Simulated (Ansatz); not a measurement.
Relax this structure to zero stress and force, keeping its symmetry:

```cif
data_structure
_symmetry_space_group_name_H-M 'P-3m1'
_symmetry_Int_Tables_number 164
_cell_length_a 4.5286
_cell_length_b 4.5286
_cell_length_c 4.8991
_cell_angle_alpha 90.000
_cell_angle_beta 90.000
_cell_angle_gamma 120.000
_cell_volume 87.01
loop_
_atom_site_label
_atom_site_type_symbol
_atom_site_symmetry_multiplicity
_atom_site_Wyckoff_symbol
_atom_site_fract_x
_atom_site_fract_y
_atom_site_fract_z
_atom_site_occupancy
Ba1 Ba 1 a 0.00000 0.00000 0.00000 1
Ga1 Ga 2 d 0.33333 0.66667 0.46800 1
H1 H 2 d 0.33333 0.66667 0.12320 1
```

The calculation used DFT PBEsol, scalar-relativistic, plane waves, PAW in Ansatz 0.2.0.

Plane waves to 420 eV, a k mesh through Γ of 12×12×8 on the computed 5-atom cell and Gaussian smearing (0.10 eV); no spin polarisation.

Q: What does it relax to?

A: The volume goes down by 0.74 Å³/atom to 16.66 Å³/atom, and the energy falls by 4.6 meV/atom. Final structure:
Space group P-3m1 (No. 164). a = 4.484 Å, b = 4.484 Å, c = 4.784 Å, α = 90.00°, β = 90.00°, γ = 120.00°
```tsv
atom	site	symmetry	x	y	z
Ba	1a	-3m.	0.0000	0.0000	0.0000
Ga	2d	3m.	0.3333	0.6667	0.4699
H	2d	3m.	0.3333	0.6667	0.1169
```

Course of the relaxation (steps run on the plane waves of an earlier cell, and the basis is chosen afresh near the end, so energy and pressure can step there; trial steps that raised the energy were taken back; energies are free energies):

| step | E − E_final (meV/atom) | largest force component (eV/Å) | P (GPa) | V (Å³/atom) |
| --- | --- | --- | --- | --- |
| 1 | 4.6 | 0.082 | -1.80 | 17.40 |
| 2 | 1.6 | 0.045 | 1.31 | 16.19 |
| 3 | -0.2 | 0.004 | -0.10 | 16.68 |
| 4 | -0.2 | 0.010 | -0.08 | 16.68 |
| 5 | -0.2 | 0.002 | -0.03 | 16.66 |
| 6 | 0.0 | 0.002 | -0.04 | 16.66 |

Cost: 1 run of about 1.9 core-minutes, on Arm Neoverse V2 (shared hosts).